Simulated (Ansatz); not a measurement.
SnSe (rock salt)

```
CELL_PARAMETERS angstrom
      0.00000     2.97477     2.97477
      2.97477     0.00000     2.97477
      2.97477     2.97477     0.00000
ATOMIC_POSITIONS crystal
  Sn 0.00000 0.00000 0.00000
  Se 0.50000 0.50000 0.50000
```

The slice is a {100} plane (indices of the conventional cell) through the point (0.500, 0.500, 0.500) (fractional), spanned by u = [100] and v = [0 1 -1] in vectors of this cell: u (4.21 Å) and v (4.21 Å, at 90° to u). It covers one period; positions are fractions (u, v).

Method: PBEsol (plane waves to 420 eV, PAW, scalar-relativistic; Ansatz, a program for electronic structure). k mesh 10×10×10. Near the nuclei the fields are pseudised (PAW); where an atom keeps semicore shells as valence, they peak there. SnSe was relaxed with its symmetry unable to fall. This is one of several known forms of SnSe; the measured ambient cells at hand have space group No. 62.

Question: What is the ELF at the density minimum of the shortest Sn–Se line in this plane (2.97 Å)?

Answer: 0.4.

Question: What is the valence density on the shortest Sn–Se line in this plane (2.97 Å), at its minimum between the atoms?

Answer: 0.24 e/Å³.

Question: Predict the map of the density of the highest valence band (whole band, smooth part) on the slice.

Answer: 
| v \ u | 0.00 | 0.11 | 0.21 | 0.32 | 0.43 | 0.54 | 0.64 | 0.75 | 0.86 | 0.96 |
|---|---|---|---|---|---|---|---|---|---|---|
| 0.93 | 0.101 | 0.166 | 0.108 | 0.036 | 0.015 | 0.013 | 0.025 | 0.077 | 0.164 | 0.114 |
| 0.86 | 0.169 | 0.151 | 0.079 | 0.033 | 0.022 | 0.021 | 0.027 | 0.058 | 0.130 | 0.169 |
| 0.79 | 0.120 | 0.094 | 0.051 | 0.036 | 0.041 | 0.042 | 0.036 | 0.042 | 0.079 | 0.117 |
| 0.71 | 0.058 | 0.048 | 0.037 | 0.050 | 0.069 | 0.072 | 0.057 | 0.039 | 0.043 | 0.057 |
| 0.64 | 0.026 | 0.025 | 0.036 | 0.068 | 0.077 | 0.075 | 0.075 | 0.046 | 0.027 | 0.026 |
| 0.57 | 0.014 | 0.017 | 0.041 | 0.077 | 0.058 | 0.048 | 0.077 | 0.055 | 0.022 | 0.014 |
| 0.50 | 0.011 | 0.016 | 0.043 | 0.079 | 0.044 | 0.028 | 0.074 | 0.059 | 0.021 | 0.011 |
| 0.43 | 0.014 | 0.017 | 0.041 | 0.077 | 0.058 | 0.048 | 0.077 | 0.055 | 0.022 | 0.014 |
| 0.36 | 0.026 | 0.025 | 0.036 | 0.068 | 0.077 | 0.075 | 0.075 | 0.046 | 0.027 | 0.026 |
| 0.29 | 0.058 | 0.048 | 0.037 | 0.050 | 0.069 | 0.072 | 0.057 | 0.039 | 0.043 | 0.057 |
| 0.21 | 0.120 | 0.094 | 0.051 | 0.036 | 0.041 | 0.042 | 0.036 | 0.042 | 0.079 | 0.117 |
| 0.14 | 0.169 | 0.151 | 0.079 | 0.033 | 0.022 | 0.021 | 0.027 | 0.058 | 0.130 | 0.169 |
| 0.07 | 0.101 | 0.166 | 0.108 | 0.036 | 0.015 | 0.013 | 0.025 | 0.077 | 0.164 | 0.114 |
| 0.00 | 0.020 | 0.152 | 0.120 | 0.039 | 0.014 | 0.011 | 0.026 | 0.086 | 0.169 | 0.044 |

Values: density of the highest valence band (whole band, smooth part) in e/Å³.
